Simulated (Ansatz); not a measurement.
Structure optimisation: antimony, beta-Sn type

Method: Ansatz 0.2.0, DFT, r2SCAN, plane waves (500 eV) with PAW, scalar-relativistic. The PAW files were generated under PBE, with cores re-solved for the functional.

k-point mesh 11×11×8, Fermi-Dirac smearing 0.1 eV, no spin polarisation. Cell and atoms relax.

Starting structure:

```cif
data_structure
_symmetry_space_group_name_H-M 'P 1'
_symmetry_Int_Tables_number 1
_cell_length_a 4.4989
_cell_length_b 4.4989
_cell_length_c 4.4989
_cell_angle_alpha 97.454
_cell_angle_beta 97.454
_cell_angle_gamma 137.779
_cell_volume 57.08
loop_
_atom_site_label
_atom_site_type_symbol
_atom_site_fract_x
_atom_site_fract_y
_atom_site_fract_z
_atom_site_occupancy
Sb1 Sb 0.00000 0.00000 0.00000 1
Sb2 Sb 0.75000 0.25000 0.50000 1
```

Task: The pressure at the start is 1.3 GPa. By how much does the volume change?

Result: From 28.54 to 29.08 Å³ per atom, 1.9 %. The final cell has a = 6.030 Å, c = 3.199 Å (c/a = 0.531).

Task: How much energy does the relaxation gain?

Result: 6.2 meV per atom.

The k-point mesh keeps fewer symmetry operations than the starting structure has, so the cell can leave it.
